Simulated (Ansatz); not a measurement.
## Al (Im-3m), clamped-ion strain scan

All numbers below come from DFT PBEsol, scalar-relativistic, plane waves, PAW (Ansatz 0.2.0). The runs took a 420 eV cutoff, a Γ-centred 20×20×20 mesh and Gaussian smearing (0.15 eV). No spin polarisation. Energies are free energies at this smearing, counted from the undisturbed cell; pressure is positive in compression.

The starting cell (as given, not relaxed at this level; it stands at 2.2 GPa; this bcc form isn't the usual structure):

```yaml
crystal:
  lattice:
    - [-1.59122, 1.59122, 1.59122]
    - [1.59122, -1.59122, 1.59122]
    - [1.59122, 1.59122, -1.59122]
  atoms:
    - { symbol: Al, position: [0.00000, 0.00000, 0.00000] }
```

The cell is strained by ε times the Voigt pattern (1, 1, 0, 0, 0, 0) (xx, yy, zz, yz, xz, xy; engineering shear) with fractional coordinates fixed. The cell is metallic on the mesh throughout.

```
      ε  ΔE (meV/atom) stress summed along the pattern (GPa, tension positive) pressure (GPa)
-0.0400              ?                                                        ?            10.1
-0.0300           27.4                                                   -14.62             7.9
-0.0200           14.9                                                   -10.83             5.8
-0.0100            5.9                                                        ?               ?
 0.0000            0.0                                                    -4.41             2.2
 0.0100           -3.0                                                    -1.53             0.6
 0.0200              ?                                                        ?            -0.8
 0.0300           -0.6                                                     3.68            -2.1
 0.0350            1.6                                                     4.80            -2.8
 0.0400            4.4                                                     5.84            -3.3
```

Q: Give the withheld values.

A: ΔE (meV/atom) at ε = -0.0400: 43.5; stress summed along the pattern (GPa, tension positive) at ε = -0.0400: -18.75; stress summed along the pattern (GPa, tension positive) at ε = -0.0100: -7.44; pressure (GPa) at ε = -0.0100: 3.9; ΔE (meV/atom) at ε = 0.0200: -3.2; stress summed along the pattern (GPa, tension positive) at ε = 0.0200: 1.19.